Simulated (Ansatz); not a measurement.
Varying the input for Be$_{2}$Co

The reference input for Ansatz (plane-wave DFT with PAW):

```yaml
crystal:
  lattice:
    - [0.0, 1.919492, 5.332543]
    - [1.338494, 0.0, 5.332543]
    - [1.338494, 1.919492, 0.0]
  atoms:
    - { symbol: Be, position: [0.336058, 0.336058, 0.663942] }
    - { symbol: Be, position: [0.663942, 0.663942, 0.336058] }
    - { symbol: Co, position: [0.0, 0.0, 0.0], spin: 3.0 }
basis:
  ecutwfc: 420
kpoints:
  mp_grid: { grid: [6, 6, 6] }
hamiltonian:
  xc: pbe
scf:
  occupations: { method: gaussian, width: 0.1 }
  lower_state_search: "off"
output:
  forces: true
  stress: true
  eigenvalues: true
  populations: true
magnetization:
  spin_polarized: true
```

Command:

```bash
ansatz run input.yaml --threads 1 --pin off --max-ram 1331MiB --backend cpu --events-out ev --progress --plain --runs-dir out
```

The run converges in 12 SCF iterations on 46 irreducible k-points: pressure -0.49 GPa, largest force 0.113 eV/Å, no gap, cell moment 1.05 μB.

The inputs are trials, many of them unsound on purpose. Their numbers show the effect of the settings and aren't properties of the material. Each trial's input is given as a difference from the reference's; energies are extrapolated to zero smearing where there is one, and pressure is positive in compression. Charged cells sit in a uniform background, and their pressures hang on that convention.

Trial 1:

```diff
 crystal:
   atoms:
-    - { symbol: Co, position: [0.0, 0.0, 0.0], spin: 3.0 }
+    - { symbol: Co, position: [0.0, 0.0, 0.0], spin: 1.19 }
+total_charge: -1
 kpoints:
-  mp_grid: { grid: [6, 6, 6] }
+  mp_grid: { grid: [4, 4, 4], shift: [0.25, 0.25, 0.25] }
```

What happens?

The run converges in 18 SCF iterations on 64 irreducible k-points: pressure -39.65 GPa (with the neutralising background of the charged cell), largest force 0.038 eV/Å, no gap, cell moment 0.20 μB. It warns that the mesh lowers the symmetry.

Trial 2:

```diff
 crystal:
   atoms:
-    - { symbol: Co, position: [0.0, 0.0, 0.0], spin: 3.0 }
+    - { symbol: Co, position: [0.0, 0.0, 0.0], spin: 1.19 }
 basis:
-  ecutwfc: 420
+  ecutwfc: "26 Ry"
 kpoints:
-  mp_grid: { grid: [6, 6, 6] }
+  mp_grid: { grid: [3, 3, 6] }
 hamiltonian:
-  xc: pbe
+  xc: rpbe
```

What happens?

The run converges in 14 SCF iterations on 28 irreducible k-points: pressure 5.92 GPa, largest force 0.130 eV/Å, no gap, cell moment 1.30 μB. It warns that the cutoff lies under the recommended one, 420 eV for these potentials; that the mesh lowers the symmetry. Forces of RPBE on these PAW sets can be off by 10 %.

Trial 3:

```diff
 crystal:
   atoms:
-    - { symbol: Co, position: [0.0, 0.0, 0.0], spin: 3.0 }
+    - { symbol: Co, position: [0.0, 0.0, 0.0], spin: 1.19 }
 basis:
-  ecutwfc: 420
+  ecutwfc: 210
 kpoints:
-  mp_grid: { grid: [6, 6, 6] }
+  mp_grid: { grid: [4, 4, 4], shift: [0.25, 0.25, 0.25] }
 scf:
+  eigensolver: { mixed_precision: false }
+  convergence: { dr2_threshold: "1e-8 eV" }
+  max_iter: 97
```

What happens?

The run converges in 19 SCF iterations on 64 irreducible k-points: energy 5.26 eV per atom above the reference, pressure -14.32 GPa (unreliable at so low a cutoff), largest force 0.034 eV/Å (unreliable too), no gap, cell moment 0.58 μB. It warns that the cutoff lies under the recommended one, 420 eV for these potentials; that the SCF threshold is loose for the stress; that the mesh lowers the symmetry.